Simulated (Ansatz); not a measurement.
Run record: Fe

System: Fe, an experimental structure (space group Im-3m); the cell holds 1 atom. The computed pressure is over 10 GPa in size, so the cell is far from the computed equilibrium volume (the chosen U may not suit it). Source: COD entry 4113941; the sample's temperature and pressure aren't taken into account, and it need not be the stable phase.

Level of theory: DFT, PBEsol+U, PAW, plane waves, scalar-relativistic in Ansatz development build ahead of 0.2.0.

The input:

```yaml
crystal:
  lattice:
    - [-1.43571, 1.43571, 1.43571]
    - [1.43571, -1.43571, 1.43571]
    - [1.43571, 1.43571, -1.43571]
  atoms:
    - { symbol: Fe, position: [0.0, 0.0, 0.0], spin: 4.0 }
magnetization:
  spin_polarized: true
hamiltonian:
  xc: pbesol
  pseudopotentials: { kind: paw }
  hubbard: { sites: [{ species: Fe, l: d, u_eff: 6.3 }] }
basis:
  ecutwfc: 420
kpoints:
  mp_grid: { grid: [14, 14, 14] }
scf:
  occupations: { method: fermi_dirac, width: 0.05 }
  lower_state_search: "off"
  algorithm: density_mixing
  max_iter: 60
  mixing: { algorithm: msr1, preconditioner: kerker }
output:
  forces: true
  stress: true
```

Output (shortened):

```
Fe: projections on atomic orbitals take those of the free atom [Ne] 3s2 3p6 3d6 4s2, of charge +0.00 (hamiltonian.pseudopotentials.projection_atoms); the dataset's partial waves leave at most 1.1e-6 of an orbital's norm unspanned inside its sphere
Pseudopotentials: kind: paw
Pseudopotential: Fe, paw, valence charge 16, recommended cutoff 420 eV (normal), Fe.paw.azcp
Functional definition: PBEsol
Crystal: 1 atoms, lattice volume = 11.838 Å³
Basis set: ecut = 420 eV, 225 PW (Γ), exchange–correlation on 36×36×36 points (8 copies of the dense FFT grid, shifted against one another)
Bands: 14, of which v1, the nominal top of the filled ones, is band 8 counted from 1 (7 counted from 0)
Symmetry: 48 space group operations
Space group: Im-3m (ITA 229), of the structure as read, at distance tolerance 2.3e-5 Å
Magnetic group: BNS 229.140 (UNI 1642), of the structure as read, at distance tolerance 2.3e-5 Å
k-points: 104 of 2744
Non-local potential: Fe, projectors of the file, l = 0: 3, l = 1: 2, l = 2: 3, l = 3: 1
PAW frozen core: Fe, regenerated for the run's functional, and the local potential with it (the file was generated under x = pbe(κ = 0.804, μ = 0.2195149727645171), c = pbe(β = 0.06672455060314922))
Initial density: superposition of atomic densities (chi_scale 0.1, normalization cell)
Starting moments: Σ|m| = 4 μB on 1 of 1 site
Initial wavefunctions: pseudopotential atomic-orbital guess
Functional: x = pbesol(κ = 0.804, μ = 0.12345679012345678), c = pbesol(β = 0.046)
spin=Collinear: Kerker preconditioning applied to the charge; magnetization (m = ρ↑ − ρ↓) channel mixes plain (no charge-response kernel on spin).
SCF iter   1: F=—  HF=-4444.319751 eV  |F-HF|=—  |Δ(HF+E_count)|=         —  Δρ=5.72e-2 (↑5.72e-2 ↓4.37e-2)  dr2=5.65e-1  dr2_m=9.84e-2  M=3.325 μB ∫|m|=3.426 μB  β_m=0.30  ethr=3.10e-3  ⟨swp⟩=4.6  Hψ=13709  notcnv=0
Mixer restart at iter 1: flushing history
spin-set hold released at iteration 1 (the charge has settled, or the pull on large starting moments outlasts its swing): the magnetisation degrees of freedom join the quasi-Newton model from the next iteration; the mixer history was flushed
SCF iter   2: F=—  HF=-4444.393760 eV  |F-HF|=—  |Δ(HF+E_count)|=   7.40e-2  Δρ=3.58e-2 (↑3.58e-2 ↓2.65e-2)  dr2=1.35e-1  dr2_m=6.86e-2  M=3.244 μB ∫|m|=3.373 μB  β_m=0.55  ethr=3.10e-3  ⟨swp⟩=2.0  Hψ=5570  notcnv=0  defer=196
SCF iter   3: F=—  HF=-4444.594480 eV  |F-HF|=—  |Δ(HF+E_count)|=   2.01e-1  Δρ=1.38e-2 (↑1.38e-2 ↓1.31e-2)  dr2=2.58e-3  dr2_m=1.80e-2  M=3.096 μB ∫|m|=3.282 μB  β_m=0.68  ethr=8.41e-4  ⟨swp⟩=2.4  Hψ=4215  notcnv=0  defer=210
SCF iter   4: F=—  HF=-4444.665244 eV  |F-HF|=—  |Δ(HF+E_count)|=   7.08e-2  Δρ=2.10e-2 (↑7.22e-3 ↓2.10e-2)  dr2=2.49e-2  dr2_m=1.84e-2  M=2.915 μB ∫|m|=3.179 μB  β_m=0.68  ethr=1.61e-5  ⟨swp⟩=2.0  Hψ=6013  notcnv=0  defer=213
SCF iter   5: F=—  HF=-4444.699058 eV  |F-HF|=—  |Δ(HF+E_count)|=   3.38e-2  Δρ=9.55e-3 (↑4.05e-3 ↓9.55e-3)  dr2=4.83e-3  dr2_m=3.92e-3  M=2.859 μB ∫|m|=3.135 μB  β_m=0.84  ethr=1.61e-5  ⟨swp⟩=2.1  Hψ=5785  notcnv=0  defer=218
[... 6 iterations left out ...]
SCF iter  12: F=—  HF=-4444.789224 eV  |F-HF|=—  |Δ(HF+E_count)|=   9.02e-3  Δρ=1.45e-3 (↑5.52e-4 ↓1.45e-3)  dr2=7.38e-5  dr2_m=5.98e-5  M=2.838 μB ∫|m|=2.894 μB  β_m=0.84  ethr=8.05e-6  ⟨swp⟩=2.4  Hψ=6204  notcnv=0  defer=226
SCF iter  13: F=—  HF=-4444.789322 eV  |F-HF|=—  |Δ(HF+E_count)|=   9.84e-5  Δρ=5.50e-4 (↑3.52e-4 ↓5.50e-4)  dr2=1.25e-5  dr2_m=1.57e-5  M=2.835 μB ∫|m|=2.885 μB  β_m=0.88  ethr=4.62e-7  ⟨swp⟩=2.0  Hψ=4489  notcnv=0  defer=226
SCF iter  14: F=—  HF=-4444.789641 eV  |F-HF|=—  |Δ(HF+E_count)|=   3.18e-4  Δρ=4.07e-4 (↑1.90e-4 ↓4.07e-4)  dr2=5.62e-6  dr2_m=6.09e-6  M=2.836 μB ∫|m|=2.890 μB  β_m=0.94  ethr=7.81e-8  ⟨swp⟩=2.0  Hψ=4419  notcnv=0  defer=226
SCF iter  15: F=—  HF=-4444.789615 eV  |F-HF|=—  |Δ(HF+E_count)|=   2.59e-5  Δρ=3.01e-4 (↑4.81e-5 ↓3.01e-4)  dr2=3.89e-6  dr2_m=2.44e-6  M=2.835 μB ∫|m|=2.887 μB  β_m=0.97  ethr=3.51e-8  ⟨swp⟩=2.0  Hψ=4397  notcnv=0  defer=226
SCF iter  16: F=—  HF=-4444.789655 eV  |F-HF|=—  |Δ(HF+E_count)|=   4.07e-5  Δρ=1.73e-4 (↑4.19e-5 ↓1.73e-4)  dr2=7.37e-7  dr2_m=9.81e-7  M=2.835 μB ∫|m|=2.887 μB  β_m=0.98  ethr=2.43e-8  ⟨swp⟩=2.6  Hψ=4232  notcnv=0  defer=226
SCF iter  17: F=—  HF=-4444.789677 eV  |F-HF|=—  |Δ(HF+E_count)|=   2.13e-5  Δρ=5.30e-5 (↑1.42e-5 ↓5.30e-5)  dr2=6.70e-8  dr2_m=9.79e-8  M=2.835 μB ∫|m|=2.888 μB  β_m=0.99  ethr=6.25e-10  ⟨swp⟩=2.5  Hψ=10201  notcnv=0
SCF iter  18: F=-4444.789679 eV  HF=-4444.789679 eV  |F-HF|=1.18e-8  |Δ(HF+E_count)|=   2.12e-6  Δρ=5.78e-6 (↑1.80e-6 ↓5.78e-6)  dr2=7.03e-10  dr2_m=1.32e-9  M=2.835 μB ∫|m|=2.888 μB  ethr=4.19e-10  ⟨swp⟩=3.9  Hψ=8175  notcnv=0
the last iteration of the SCF fills more bands at one k-point than at another: 9 at σ=↑ k=7 and 10 at σ=↑ k=0; 4 at σ=↓ k=96 and 8 at σ=↓ k=0 (a band counts as filled where it holds over half of its capacity, the bands of one level by their mean; [...]
SCF 1 converged in 18 iterations: F = -4444.789679 eV  dr2 = 7.03e-10
  greatest PAW one-centre occupation: 1.004 electrons in one spin orbital (limit 2), on the Fe atom at site 0 (counted from 0), in its partial waves of l = 1
SCF converged after 18 iterations
Magnetization: 2.8355 μB (9.4177 up, 6.5823 down)
Absolute magnetization: 2.8885 μB (∫|ρ↑−ρ↓|, with the PAW one-centre terms)
Spin contamination: 0.0836 ħ² per cell (⟨S²⟩ above its minimum at these occupations)
Per-site moments (μB) at R_I (Å): [(2.8247, 1.0257)]
Free energy (F): -4444.789679 eV
Harris-Foulkes:  -4444.789679 eV  (|F-HF|=1.18e-8)
Internal energy: -4444.783488 eV  (E = F + TS)
E sigma→0 (E₀):  -4444.786584 eV
Entropy (-TS):   -0.006190 eV (-6.190 meV/atom)
Fermi energy:    17.736067 eV
--- Per-component energies (eV) ---
  E_band       = -230.097873
  E_kinetic    = 351.041629
  E_local      = -2130.592853  (includes V_loc(G=0)·N_el)
  E_nonlocal   = 226.902966
  E_hartree    = 896.218125
  E_xc         = -116.268196
  E_vxc        = -150.288919  (∫ρ·V_xc dr)
  E_hubbard    = 3.006357  (on-site DFT+U / exact-exchange correction)
  E_vhub       = -15.412005  (the Hubbard potential's part of the band-sum identity)
  E_paw        = -1339.260083  (= ΣΔE_a)
  E_vpaw       = -304.186585  (= ΣTr[D̂ρ^β])
  E_aug_tail   = 0.000798  (compensation charges beyond the density's cutoff)
  E_ewald      = -2336.011433
  E_core_change = 0.179202  (= ΣΔE_core)
  E_smearing   = -0.006190  (= −TS)
  E_closure    = -0.000000  (closes the sum)
  Σ components = -4444.789679   (vs F -4444.789679, Δ=0.00e0)
--- Forces (eV/Å), atoms counted from 1 ---
  atom   1  Fe    -0.00000000     0.00000000     0.00000000
  max |Σ_I F_I| component: 7.19e-32 eV/Å
--- Stress (GPa, compression-positive) ---
       19.559526       0.000000       0.000000
       -0.000000      19.559526      -0.000000
        0.000000      -0.000000      19.559526
  P = ⅓ Tr σ = 19.5595 GPa (195.595 kbar)
```

A static U favours moments and orbital order; the result depends on U and need not be the measured state. With one magnetic atom in the cell its copies can only be parallel; orders in a larger cell may lie lower. Only one magnetic start was run, with no search, so the state need not be the lowest. The U is a test value, not one fitted to this metal, and a U on a metal's d shells tends to overstate moments.

The run took 4.9 s on 2 threads of Arm Neoverse N1 (shared host), peak memory 0.28 GiB.
